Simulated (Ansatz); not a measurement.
WSe2:
```
CELL_PARAMETERS angstrom
      3.24736     0.00000     0.00000
     -1.62368     2.81230     0.00000
      0.00000     0.00000    33.00000
ATOMIC_POSITIONS crystal
  W  0.00000 0.00000 0.50000
  Se 0.33333 0.66667 0.44955
  Se 0.33333 0.66667 0.55045
```
Free-standing layer in the xy plane with vacuum along z and no interaction between images.

Relaxed with LDA.

### Question
All from LDA in the plane-wave PAW code Ansatz, unless another level is named. Give the band gap.

### Answer
1.68 eV (indirect).

### Question
Give the hole effective mass, in the valley at K.

### Answer
0.44 mₑ.

### Question
Give the electron effective mass, in the valley on the K–Γ line, 48 % of the way from K.

### Answer
0.63 along x, 0.52 along y (mₑ).

### Question
And the ionisation potential (Kohn–Sham)?

### Answer
5.35 eV.

Space group P-6m2 (1H). A layer that has been made, often on a substrate. The cell was relaxed with LDA under the symmetry of its start; whether a distortion lowers the energy is not shown. The run is not spin-polarised. Spin–orbit coupling is left out wherever it is not named.

Potentials: the later of the program's two PAW sets.
